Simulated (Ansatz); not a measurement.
System: AlRu (CsCl type), 2 atoms in the cell.

Level of theory: PBE, all-electron LAPW, point nucleus in Ansatz.

k-mesh 8×8×8 Γ-centred; Fermi–Dirac smearing of 0.1 eV; no spin polarisation.

```xyz
2
Lattice="3.0000 0.0000 0.0000 0.0000 3.0000 0.0000 0.0000 0.0000 3.0000" Properties=species:S:1:pos:R:3 pbc="T T T"
Ru    0.0000    0.0000    0.0000
Al    1.5000    1.5000    1.5000
```

(1) What pressure does the calculation give?

Results:

(1) The pressure is 1.28 GPa, so at these settings the cell is compressed and would expand.

The k-mesh is modest, so these values aren't fully converged in k.
